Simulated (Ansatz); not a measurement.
## TiRh: all-electron results

```
Ti Rh
1.0
     2.98800    0.00000    0.00000
     0.00000    2.98800    0.00000
     0.00000    0.00000    3.35000
Ti Rh
1 1
Direct
  0.50000 0.50000 0.50000
  0.00000 0.00000 0.00000
```

Atoms are numbered in the order listed.

The cell comes from COD entry 1523124, which wasn't checked; take it as a given geometry.

Spin polarisation is left out, and whether a magnetic state lies lower isn't shown here.

All numbers are computed: DFT, PBEsol, all-electron LAPW, scalar-relativistic (Ansatz 0.2.0); DFT, PBEsol, PAW with Ansatz's default frozen-core files, scalar-relativistic (Ansatz 0.2.0).

For LAPW: a Γ-centred 11×11×10 k mesh, Fermi–Dirac smearing of 0.05 eV, basis error target 1 meV/atom, no spin polarisation. PAW takes a cutoff of 420 eV at this cell (files made with PBE, cores remade for this functional). The Ansatz runs share mesh, smearing and spin set-up. Values come from LAPW unless marked.

```json
{
  "Pressure at this cell": "-6.73 GPa",
  "Band gap": "none: with an odd electron count and no spin polarisation the bands can't all be full, a metal in this set-up (spin order or a larger cell could open a gap)",
  "Stress xx, yy, zz (compression positive)": "-7.65, -7.65, -4.90 GPa",
  "Density of states at the Fermi level (0.2 eV bin)": "2.62 states/eV per cell",
  "Löwdin charges (with 0.22 e of the cell spilling out of the atomic basis, so their sizes and signs hang on that basis)": "Ti1 0.36, Rh2 -0.14 e",
  "Bader charges (from the PAW run)": "Ti1 +1.31, Rh2 -1.31 e",
  "Volume per atom": "14.95 Å³"
}
```
